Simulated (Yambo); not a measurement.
## How GW settings move the gap: NbNO

G0W0@PBEsol for NbNO (space group P2_1/c, No. 14) in Yambo. Reference settings: 2×2×2 Γ-centred k mesh, bands 5 to 268 and a 8 Ry block in the screening, 268 bands in G with the Bruneval-Gonze terminator, plasmon pole fitted at 27.2 eV. The PBEsol gap Γ → (-0.5, 0, 0) on this mesh is 1.58 eV; G0W0 gaps are taken between the same points.

| change from the reference | G0W0 gap Γ → (-0.5, 0, 0) (eV) | shift of the valence edge (eV) | rough Yambo cost |
|---|---|---|---|
| reference settings | 2.21 | 0.05 | 1 |
| 114 bands in W, 114 bands in G | 2.33 | 0.27 | about 1/3 |
| 180 bands in W, 180 bands in G | 2.25 | 0.12 | within a factor of two |
| 114 bands in G | 2.25 | 0.09 | – |
| 180 bands in G | 2.22 | 0.06 | – |
| 136 bands in W | 2.26 | 0.18 | within a factor of two |
| 2 Ry block | 2.58 | 0.14 | within a factor of two |
| 3 Ry block | 2.25 | 0.22 | within a factor of two |
| 7 Ry block | 2.20 | 0.08 | within a factor of two |
| pole fitted at 15 eV | 2.22 | 0.12 | – |
| no random integration | 2.18 | 0.26 | – |
| 114 bands in G, no terminator | 2.29 | 0.80 | – |
| 180 bands in G, no terminator | 2.22 | 0.45 | – |
| no terminator | 2.20 | 0.26 | – |

The reference isn't shown to be the converged limit. Costs are rough (shared machines), scaled to the same edge states, and given only for runs that recompute the screening.

Spin-orbit splittings are left out.

Geometry of the Materials Project entry, not relaxed at this level; primitive cell a = 5.0254 Å, b = 5.0841 Å, c = 5.2446 Å, α = γ = 90.00°, β = 99.62°.

A shift is the quasiparticle energy of the state minus its PBEsol energy.
